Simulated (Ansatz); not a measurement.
## Structure search: one YHfF3 candidate

These are results of DFT PBE, scalar-relativistic, plane waves, PAW (Ansatz 0.2.0), not measurements. Cutoff 420 eV, Gaussian smearing, Γ-centred meshes. Cell and atoms relax first on a coarse mesh and then on a finer one. In between, the cell is made exact in the group found at 0.06 Å. In metals the finer mesh still leaves noise of several meV/atom or more. The steps can't lower the symmetry of their start. No spin polarisation.

The cell of YHfF3 is invented: perovskite family, tilts a0a0a0 (Pm-3m, No. 221) (A site Y; B site Hf; X site F). Its size is a rough estimate.

```cif
data_structure
_symmetry_space_group_name_H-M 'Pm-3m'
_symmetry_Int_Tables_number 221
_cell_length_a 4.0382
_cell_length_b 4.0382
_cell_length_c 4.0382
_cell_angle_alpha 90.000
_cell_angle_beta 90.000
_cell_angle_gamma 90.000
_cell_volume 65.85
loop_
_atom_site_label
_atom_site_type_symbol
_atom_site_symmetry_multiplicity
_atom_site_Wyckoff_symbol
_atom_site_fract_x
_atom_site_fract_y
_atom_site_fract_z
_atom_site_occupancy
Y1 Y 1 b 0.50000 0.50000 0.50000 1
Hf1 Hf 1 a 0.00000 0.00000 0.00000 1
F1 F 3 d 0.50000 0.00000 0.00000 1
```

Energies over the elements count from the elements' standard structures at the same level (F₂ as a molecule), with no fitted energy shifts.

Question: Where does the relaxation end?

Answer: The symmetry stays Pm-3m (No. 221). The end has the cubic perovskite type. The volume per atom grows by 31.4 %, from 13.2 to 17.3 Å³. The shortest distance goes from 2.02 Å (Hf–F) to 2.21 Å (Hf–F). The energy falls by about 0.36 eV/atom (the start's value is from the coarse mesh). Conventional cell: a = 4.423 Å. Around Y lie 12 F at 3.13 Å and 8 Hf at 3.83 Å; around Hf lie 6 F at 2.21 Å and 8 Y at 3.83 Å; around F lie 2 Hf at 2.21 Å, 4 Y at 3.13 Å and 8 F at 3.13 Å.

```cif
data_structure
_symmetry_space_group_name_H-M 'Pm-3m'
_symmetry_Int_Tables_number 221
_cell_length_a 4.4235
_cell_length_b 4.4235
_cell_length_c 4.4235
_cell_angle_alpha 90.000
_cell_angle_beta 90.000
_cell_angle_gamma 90.000
_cell_volume 86.55
loop_
_atom_site_label
_atom_site_type_symbol
_atom_site_symmetry_multiplicity
_atom_site_Wyckoff_symbol
_atom_site_fract_x
_atom_site_fract_y
_atom_site_fract_z
_atom_site_occupancy
Y1 Y 1 b 0.50000 0.50000 0.50000 1
Hf1 Hf 1 a 0.00000 0.00000 0.00000 1
F1 F 3 d 0.50000 0.00000 0.00000 1
```

Question: Give its energy and gap.

Answer: The energy over the elements is −1.75 eV/atom and the gap on the 8×8×8 mesh of the 5-atom cell is 0 eV (a metal).

Whether it is stable depends on the other phases of the system, which aren't compared here.

The last run used Gaussian smearing of 0.10 eV. Spin–orbit coupling, which can matter for Hf, is left out. The cell is a metal run without spin; a magnetic state may lie lower. Symmetry constrained the relaxation, so the result can be a saddle point.
